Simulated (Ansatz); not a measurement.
An Ansatz (a first-principles code) input:

Ansatz 0.2 input:
```yaml
crystal:
  lattice:
    - [2.6391083323, 1.5236899061, 4.6702625191]
    - [-2.6391083323, 1.5236899061, 4.6702625191]
    - [0.0, -3.0473798121, 4.6702625191]
  atoms:
    - { symbol: Zn, position: [0.7154626774, 0.7154626774, 0.7154626774] }
    - { symbol: Zn, position: [0.2154626774, 0.2154626774, 0.2154626774] }
    - { symbol: Sn, position: [0.9977821212, 0.9977821212, 0.9977821212] }
    - { symbol: Sn, position: [0.4977821212, 0.4977821212, 0.4977821212] }
    - { symbol: O, position: [0.3942541629, 0.7887886404, 0.105122398] }
    - { symbol: O, position: [0.7887886404, 0.105122398, 0.3942541629] }
    - { symbol: O, position: [0.105122398, 0.3942541629, 0.7887886404] }
    - { symbol: O, position: [0.605122398, 0.2887886404, 0.8942541629] }
    - { symbol: O, position: [0.8942541629, 0.605122398, 0.2887886404] }
    - { symbol: O, position: [0.2887886404, 0.8942541629, 0.605122398] }
kpoints:
  mp_grid: { grid: [5, 5, 5] }
  band_path:
    path:
      - [[0.0, 0.0, 0.0], [0.5, 0.5, 0.5], [0.7623723973, 0.2376276027, 0.5]]  # Γ-T-H_2
      - [[0.5, -0.2376276027, 0.2376276027], [0.5, 0.0, 0.0], [0.0, 0.0, 0.0], [0.3688138013, -0.3688138013, 0.0]]  # H_0-L-Γ-S_0
      - [[0.6311861987, 0.0, 0.3688138013], [0.5, 0.0, 0.5], [0.0, 0.0, 0.0]]  # S_2-F-Γ
      - [VBM, CBM]
    npoints: 10
basis: { xc_grid: 2 }
hamiltonian:
  xc: pbesol
  pseudopotentials: { kind: paw }
magnetization: { noncollinear: true, spin_orbit: true }
scf:
  n_extra_bands: 20
  convergence: { dr2_threshold: 0.0000000001 }
  occupations: { method: gaussian, width: 0.01 }
checkpoint: { write: soc.run }
output: { eigenvalues: true }
```

**Question.** How many symmetry operations and irreducible k-points will the run report?

**Answer.** 6 operations, 19 of 125 k-points.

**Question.** With a cutoff of 420 eV, how many plane waves at Γ?

**Answer.** 2211.

It took roughly 8 core-minutes on shared server cores.

Space group R3c. The cell was relaxed with PBEsol under the symmetry of its start.

Potentials: the later of the program's two PAW sets.

Ansatz is a plane-wave DFT program.
